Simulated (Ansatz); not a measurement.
The start is a relaxed CdTe cell, doubled along one cell vector, shaken by Gaussian noise of σ = 0.08 Å a coordinate. A full variable-cell relaxation at zero pressure is run with PBEsol (plane waves to 420 eV, PAW, scalar-relativistic; Ansatz, a quantum-chemistry and plane-wave program). The first steps use a coarse 6×6×3 k-mesh.

Initial structure:
```
CELL_PARAMETERS angstrom
      0.00000     3.24447     3.24447
      3.24447     0.00000     3.24447
      6.48894     6.48894     0.00000
ATOMIC_POSITIONS crystal
  Te 0.80516 0.70830 0.36980
  Te 0.77354 0.74600 0.88869
  Cd 0.97340 0.99298 0.00586
  Cd 0.02317 0.97539 0.51207
```

- Energy released = 0.07 eV/atom
- Relative to the parent = It relaxes back to the parent, F-43m (No. 216)
- Shortest distances (start → end) = The closest pairs of elements (up to four, under 3.6 Å), start → end: Cd–Te 2.55 → 2.81 Å
- Band gap at the end = 0.65 eV (no spin-orbit coupling)
- Optimiser moves = 4

Relaxed structure:

Space group F-43m (No. 216); a = b = c = 6.4889 Å, α = β = γ = 90.00°

```
atom  site  symmetry       x       y       z
----  ----  --------  ------  ------  ------
Te      4a      -43m  0.0000  0.0000  0.0000
Cd      4c      -43m  0.2500  0.2500  0.2500
```
(The calculation used a cell of 4 atoms; values per cell refer to that cell.)

Final values are on a 9×9×5 k-mesh of the relaxed cell. No spin polarisation in the result. Without spin-orbit coupling the bands of the heavy element are not split, so the gap can be far off.
